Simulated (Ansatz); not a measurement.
Task: Tc (hcp (Mg type), P6_3/mmc) is relaxed with DFT-r²SCAN in the program Ansatz with PAW potentials. What lattice parameters of the conventional cell result?

Result: a = 2.737 Å, c = 4.381 Å.

The r²SCAN relaxation kept the symmetry of its start. The run is not spin-polarised. Axis ratios of metals converge slowly with the k-mesh, so a and c are less sure than the volume.

Potentials: the later of the program's two PAW sets.
